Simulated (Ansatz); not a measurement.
Nb:
```xyz
3
Lattice="4.8854 0.0000 0.0000 -2.4427 4.2309 0.0000 0.0000 0.0000 2.6658" Properties=species:S:1:pos:R:3 pbc="T T T"
Nb     0.0000     0.0000     0.0000
Nb     2.4427     1.4103     1.3329
Nb     0.0000     2.8206     1.3329
```

Relaxed with r²SCAN.

Problem. Map the electron localisation function on the plane through (0.000, 0.000, 0.000) spanned by u = [0, 0, 1] and v = [1, -1, 0] in lattice vectors, from r²SCAN (plane waves, PAW; program Ansatz).

Solution. x is the fraction of u, y of v (the angle between them is 90°; rows are the nearest grid lines); atoms in the plane: Nb at (0.00, 0.00), Nb at (0.50, 0.67), Nb at (0.50, 0.33).
```
|01699743334799610|
|89997422322479998|
|99864212321246899|
|22111235553211122|
|33333333333333333|
|43211234543211234|
|32113578987531123|
|32368986568986323|
|33479973137997433|
|32225799999752223|
|32112468886421123|
|65421111111112456|
|65421111111112456|
|32112468886421123|
|32225799999752223|
|33479973137997433|
|32368986568986323|
|32113578987531123|
|43211234543211234|
|33333333333333333|
|22111235553211122|
|99864212321246899|
|89997422322479998|
|01699743334799610|
```
Scale: ten equal steps from 0.073 (start of '0') to 0.778 (end of '9'), in the order '0123456789'; x runs from 0.000 to 1.00, y from 0.000 (bottom) to 1.00 (top).

The density is the valence pseudo-density with augmentation charge, so density and ELF within about 1 Å of a nucleus are not all-electron values.

Space group P6/mmm. The start of the workflow was typed in or built on a structure type; neither database checked (COD, Materials Project) lists it. It is not the phase usual at ambient conditions (space group No. 229). The r²SCAN relaxation kept the symmetry of its start; its stability against distortions is not shown here. No spin polarisation was allowed.

Potentials: the earlier of the program's two PAW sets.
